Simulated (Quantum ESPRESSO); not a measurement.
**Si (changed cell): magnetic shieldings**

```yaml
crystal:
  lattice:
    - [0.00000, 2.70824, 2.74907]
    - [2.70824, 0.00000, 2.74907]
    - [2.70824, 2.70824, 0.00000]
  atoms:
    - { symbol: Si, position: [0.25000, 0.25000, 0.25000] }
    - { symbol: Si, position: [0.00000, 0.00000, 0.00000] }
```
The cell was made here from a computed Materials Project entry: strained by +1 % along the cube axis and by -0.5 % across it, atoms relaxed (PBE without dispersion, pw.x of a modified build of Quantum ESPRESSO, symmetry kept). The parent is Si in Fd-3m. Stability against distortions was not tested.

Shieldings are absolute and leave out the bulk-susceptibility term; a larger σ means a smaller chemical shift. By our sweeps, such settings leave a few ppm in absolute σ. No d partial waves on Si: the paramagnetic term there is incompletely reconstructed. The band gap at this level is small, which makes the paramagnetic part of σ large and sensitive to the functional.

Ω = σ33 − σ11 of the symmetric part; where symmetry doesn't make it nil, it is less certain than σ_iso.

**Question.** What do the calculations give at each independent site (shieldings by PBE GIPAW on JTH datasets (Quantum ESPRESSO), 20 Ha, k-mesh 8×8×8 shifted, f-sum rule met within 0.015 %)?

**Answer.** 
```csv
site,site symmetry,σ_iso (ppm),span Ω (ppm)
"Si (atoms 1, 2)",-4m2,407,19
```
